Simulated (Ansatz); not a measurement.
The start is a generated cell, TiTe2 placed in the fluorite structure type. The cell and all atomic positions are relaxed at zero pressure with r2SCAN (plane waves to 500 eV, PAW, scalar-relativistic; Ansatz, a program for electronic structure). The first steps use a coarse 6×6×6 k-mesh.

Initial structure:
```yaml
crystal:
  lattice:
    - [0.00000, 3.26382, 3.26382]
    - [3.26382, 0.00000, 3.26382]
    - [3.26382, 3.26382, 0.00000]
  atoms:
    - { symbol: Ti, position: [0.00000, 0.00000, 0.00000] }
    - { symbol: Te, position: [0.25000, 0.25000, 0.25000] }
    - { symbol: Te, position: [0.75000, 0.75000, 0.75000] }
```

Problem. By how much does the energy per atom fall from start to end?

Solution. 0.14 to 0.15 eV/atom (the two k-meshes of the run give this range).

Problem. How does the volume change?

Solution. +17.1 %, from 23.18 to 27.15 Å³/atom.

Problem. Is the relaxed structure metallic? Give its gap.

Solution. No gap (metallic).

Problem. Write out the relaxed structure.

Solution. 
```cif
data_Te8Ti4
_chemical_formula_sum 'Ti4 Te8'
_space_group_name_H-M_alt 'Fm-3m'
_space_group_IT_number 225
_space_group_name_Hall '-F 4 2 3'
_cell_length_a 6.88100
_cell_length_b 6.88100
_cell_length_c 6.88100
_cell_angle_alpha 90.000
_cell_angle_beta 90.000
_cell_angle_gamma 90.000
loop_
_atom_site_label
_atom_site_type_symbol
_atom_site_symmetry_multiplicity
_atom_site_Wyckoff_symbol
_atom_site_fract_x
_atom_site_fract_y
_atom_site_fract_z
_atom_site_occupancy
Ti1 Ti 4 a 0.00000 0.00000 0.00000 1
Te1 Te 8 c 0.25000 0.25000 0.25000 1
```
(The calculation used a cell of 3 atoms; values per cell refer to that cell.)

The space group stays Fm-3m (No. 225) (the run could not lower it); the end is AFLOW prototype AB2_cF12_225_a_c (C1, as in CaF2), with 3 atoms in the primitive cell. Final values are on a 12×12×12 k-mesh of the relaxed cell. No spin polarisation in the result. A magnetic state may lie lower.

The run could not lower the symmetry of its start; a shaken copy of this end point relaxes with r2SCAN to C2/c (No. 15), 0.22 eV/atom lower.

The relaxed structure here is a generated cell of TiTe2: the first start was made by placing the elements on the sites of a structure type, and the end was not matched to a known phase here, so it may be hypothetical. Known forms of TiTe2 include space group No. 164.
